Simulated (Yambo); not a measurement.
BSE-type run in Yambo on Cs$_{2}$CaH$_{4}$ (space group I4/mmm, No. 139), at zero momentum.

Quantum ESPRESSO step (PBEsol, PseudoDojo standard norm-conserving files, scalar-relativistic):
```
&CONTROL
  calculation = 'nscf'
  pseudo_dir = './pseudo'
  outdir = './out'
/
&SYSTEM
  ibrav = 0
  nat = 7
  ntyp = 3
  ecutwfc = 72.0
  ecutrho = 288.0
  occupations = 'fixed'
  force_symmorphic = .true.
  nbnd = 81
/
&ELECTRONS
  conv_thr = 7.000000000000001e-09
  diago_full_acc = .true.
  diago_thr_init = 1e-08
/
ATOMIC_SPECIES
H 1.0080 H.upf
Ca 40.0780 Ca.upf
Cs 132.9055 Cs.upf
CELL_PARAMETERS angstrom
 -2.301555000000   2.301555000000   7.753885000000
  2.301555000000  -2.301555000000   7.753885000000
  2.301555000000   2.301555000000  -7.753885000000
ATOMIC_POSITIONS crystal
H   0.851480000000   0.851480000000   0.000000000000
H   0.148520000000   0.148520000000  -0.000000000000
H   0.000000000000   0.500000000000   0.500000000000
H   0.500000000000   0.000000000000   0.500000000000
Ca   0.000000000000   0.000000000000   0.000000000000
Cs   0.648060000000   0.648060000000  -0.000000000000
Cs   0.351940000000   0.351940000000  -0.000000000000
K_POINTS automatic
6 6 6 0 0 0
```

Yambo input:
```
rim_cut
optics
bse
bss
dipoles
em1s
RandQpts= 1000000
RandGvec= 1 Ry
FFTGvecs= 40 Ry
Chimod= "HARTREE"
BSKmod= "SEX"
BSEmod= "resonant"
BSSmod= "hs"
BSENGexx= 15 Ry
BSENGBlk= 3 Ry
% KfnQP_E
 2.328 | 1.0 | 1.0 |
%
% BSEQptR
 1 | 1 |
%
% BSEBands
 13 | 25 |
%
% BEnRange
 0.0 | 10.2 | eV
%
% BDmRange
 0.15 | 0.15 | eV
%
BEnSteps= 204
% BLongDir
 0.0 | 0.0 | 1.0 |
%
BSHayTrs= -0.02
BSSNEig= 24
WRbsWF
% BndsRnXs
 1 | 76 |
%
NGsBlkXs= 3 Ry
% LongDrXs
 1.0 | 1.0 | 1.0 |
%
```

From the report:

The dimension is k points × valence × conduction bands = 216 × 4 × 9 = 7776.
```
  [SLEPC] Approach                          : Krylov-Schur
  [SLEPC] Number of requested eigenvalues   :  24
  [SLEPC] Number of eigenvalues        [NEV]:  24
   [K] Dimension                                    :   7776
   [K] Bands                                        :  13  25
   [K] Exchange res                                 : yes
   [K] Correlation res                              : yes
   [K] W interaction is bare                        : no
   [K] RL vectors exchange                          :  1095
   [K] RL vectors correlation                       :  121
   [W] Matrix size                                  :  121
   [W] Bands                                        :    1   76
   [W] Coulomb Cutoff                               : none
   [W] Hxc Kernel                                   : HARTREE
```
Lowest eigenvalues (eV; in brackets the number of states within 2 meV): 4.49 (2), 4.74 (1), 4.74 (1), 4.77 (2), 4.77 (2), 4.91 (2). They depend on the mesh, which isn't converged, and on the G0W0 scissor.

Geometry of the Materials Project entry, not relaxed at this level.

The structure is a Materials Project entry; no match was found in the copy of COD used, and its stability was not checked.
